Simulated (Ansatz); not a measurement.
# A crystal of cell content C6H12N3PS at more than one level of theory

Plane-wave PAW calculations in Ansatz, scalar-relativistic unless spin-orbit coupling is named; Γ-centred meshes, relaxations with the symmetry kept. Pressure is positive in compression. No spin polarisation at the first level.

Cutoff 420 eV; k points 6×6×6 on the computed 23-atom cell (Γ-centred); Gaussian smearing, width 0.02 eV; no spin polarisation.

Structure relaxed with PBE+D3(BJ):

```yaml
crystal:
  lattice:
    - [4.64347, 2.68091, 2.73018]
    - [-4.64347, 2.68091, 2.73018]
    - [0.00000, -5.36182, 2.73018]
  atoms:
    - { symbol: H, position: [0.16954, 0.97750, 0.66473] }
    - { symbol: H, position: [0.66473, 0.16954, 0.97750] }
    - { symbol: H, position: [0.97750, 0.66473, 0.16954] }
    - { symbol: H, position: [0.97750, 0.16954, 0.66473] }
    - { symbol: H, position: [0.16954, 0.66473, 0.97750] }
    - { symbol: H, position: [0.66473, 0.97750, 0.16954] }
    - { symbol: H, position: [0.01314, 0.56211, 0.56211] }
    - { symbol: H, position: [0.56211, 0.01314, 0.56211] }
    - { symbol: H, position: [0.56211, 0.56211, 0.01314] }
    - { symbol: H, position: [0.70711, 0.44750, 0.44750] }
    - { symbol: H, position: [0.44750, 0.70711, 0.44750] }
    - { symbol: H, position: [0.44750, 0.44750, 0.70711] }
    - { symbol: P, position: [0.00594, 0.00594, 0.00594] }
    - { symbol: C, position: [0.00144, 0.00144, 0.69759] }
    - { symbol: C, position: [0.69759, 0.00144, 0.00144] }
    - { symbol: C, position: [0.00144, 0.69759, 0.00144] }
    - { symbol: C, position: [0.83997, 0.58245, 0.58245] }
    - { symbol: C, position: [0.58245, 0.83997, 0.58245] }
    - { symbol: C, position: [0.58245, 0.58245, 0.83997] }
    - { symbol: S, position: [0.24627, 0.24627, 0.24627] }
    - { symbol: N, position: [0.81089, 0.81089, 0.54485] }
    - { symbol: N, position: [0.54485, 0.81089, 0.81089] }
    - { symbol: N, position: [0.81089, 0.54485, 0.81089] }
```

```
        level cell cutoff (eV) k mesh primitive cell V (Å³/atom) P (GPa; residual where relaxed) gap on mesh (eV)
   PBE+D3(BJ) relaxed          420   6×6×6  a = 6.02 Å, b = 6.02 Å, c = 6.02 Å, α = 101.02°, β = 101.02°, γ = 101.02°          8.9                            -0.02              4.18
r2SCAN+D3(BJ) relaxed          500   6×6×6  a = 5.98 Å, b = 5.98 Å, c = 5.98 Å, α = 100.77°, β = 100.77°, γ = 100.77°          8.7                             0.00              4.61
```

The D3 damping used with r2SCAN was fitted together with a three-body term that is left out here.

Cost: 2 runs of about 9.5 core-minutes in all, on Arm Neoverse V2 (shared hosts).